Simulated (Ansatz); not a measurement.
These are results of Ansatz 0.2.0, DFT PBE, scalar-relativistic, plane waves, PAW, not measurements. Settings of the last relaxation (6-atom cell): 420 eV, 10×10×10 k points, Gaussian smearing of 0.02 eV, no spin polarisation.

Formation energies are uncorrected and count from the elements' standard states at the same level.

Question: Give a relaxed trial structure of a tetragonal semiconductor that holds Se and 2 more elements, with a gap near 1.4 eV, a formation energy near −0.74 eV/atom and about 22 Å³ per atom, in a cell of 6 atoms. Its symmetry should be I-4m2 (No. 119).

Answer: Zn3Se2S, space group I-4m2 (No. 119). Zn on a site of symmetry 2mm has 2 S at 2.38 Å and 2 Se at 2.47 Å; around Zn on a site of symmetry -4m2 lie 4 Se at 2.47 Å; Se has 4 Zn at 2.47 Å; S has 4 Zn at 2.38 Å.

```xyz
6
Lattice="-1.9928 1.9928 8.4519 1.9928 -1.9928 8.4519 1.9928 1.9928 -8.4519" Properties=species:S:1:pos:R:3 pbc="T T T"
Zn    0.0000    0.0000   13.9879
Zn    0.0000    0.0000    8.4519
Zn    0.0000    0.0000    2.9159
Se    0.0000    1.9928    1.4573
Se    0.0000    1.9928    6.9946
S     1.9928    0.0000    4.2259
```

The volume per atom is 22.38 Å³, the density is 4.78 g/cm³ and the formation energy is −0.742 eV/atom. The gap on the 10×10×10 mesh of the 6-atom cell is 1.36 eV.

It was reached by relaxing an invented guess, and it needn't be the stable form of this composition. Other answers may fit too; this one was computed.

Kohn–Sham gaps at this level usually fall short of measured ones. The reference forms of S and Se are held partly by dispersion forces, which this level lacks. A later test with randomly moved atoms came back to the same energy, though modes that don't fit the test's cell weren't probed.
